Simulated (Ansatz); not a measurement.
Al₂W:
```
CELL_PARAMETERS angstrom
      0.00000     4.14417     4.45053
      2.46433     0.00000     4.45053
      2.46433     4.14417     0.00000
ATOMIC_POSITIONS crystal
  Al 0.08324 0.41676 0.08324
  Al 0.41676 0.08324 0.41676
  Al 0.16676 0.83324 0.16676
  Al 0.83324 0.16676 0.83324
  W  0.75000 0.75000 0.75000
  W  0.50000 0.50000 0.50000
```

Relaxed with r²SCAN.

### Question
Map the electron localisation function on the plane through (0.083, 0.417, 0.083) spanned by u = [1, -1, 1] and v = [-1, 1, 1] in lattice vectors, from r²SCAN in the plane-wave PAW code Ansatz.

### Answer
x is the fraction of u, y of v (the angle between them is 90°; rows are the nearest grid lines); atoms in the plane: Al at (0.00, 0.00), Al at (0.50, 0.50), Al at (0.33, 0.00), Al at (0.83, 0.50), W at (0.17, 0.50), W at (0.67, 0.00).
```
y \ x   0.000  0.100  0.175  0.275  0.375  0.450  0.550  0.625  0.725  0.825  0.900   1.00
------  -----  -----  -----  -----  -----  -----  -----  -----  -----  -----  -----  -----
1.00    0.005  0.267  0.441  0.016  0.018  0.588  0.294  0.468  0.686  0.334  0.471  0.005
0.920   0.014  0.478  0.505  0.121  0.026  0.589  0.233  0.710  0.715  0.363  0.522  0.014
0.840   0.365  0.633  0.520  0.620  0.354  0.547  0.269  0.448  0.357  0.456  0.530  0.365
0.760   0.588  0.433  0.283  0.578  0.520  0.512  0.537  0.272  0.317  0.580  0.498  0.588
0.680   0.508  0.250  0.395  0.289  0.536  0.444  0.642  0.548  0.594  0.517  0.470  0.508
0.600   0.436  0.629  0.689  0.248  0.587  0.097  0.174  0.560  0.563  0.026  0.233  0.436
0.520   0.406  0.721  0.038  0.380  0.605  0.014  0.003  0.422  0.348  0.108  0.057  0.406
0.480   0.406  0.721  0.037  0.380  0.605  0.010  0.013  0.422  0.348  0.057  0.055  0.406
0.400   0.436  0.629  0.689  0.248  0.587  0.098  0.171  0.560  0.563  0.026  0.233  0.436
0.320   0.508  0.251  0.395  0.289  0.536  0.444  0.642  0.548  0.594  0.517  0.470  0.508
0.240   0.589  0.433  0.283  0.578  0.520  0.512  0.537  0.272  0.317  0.580  0.498  0.589
0.160   0.365  0.633  0.520  0.620  0.354  0.547  0.269  0.448  0.357  0.456  0.530  0.365
0.0800  0.014  0.479  0.505  0.122  0.027  0.589  0.234  0.709  0.715  0.362  0.521  0.014
0.000   0.005  0.267  0.441  0.016  0.018  0.588  0.294  0.468  0.686  0.334  0.471  0.005
```

The density is the valence pseudo-density with augmentation charge, so density and ELF within about 1 Å of a nucleus are not all-electron values.

Space group Fddd. The start of the workflow was typed in or built on a structure type; neither database checked (COD, Materials Project) lists it. Its standing as an ambient phase is unchecked. Symmetry was held in the r²SCAN relaxation; whether a distortion lowers the energy is not shown. The run is not spin-polarised. Scalar-relativistic: spin–orbit coupling is off unless named, which matters more the heavier the elements.

Potentials: the later of the program's two PAW sets.
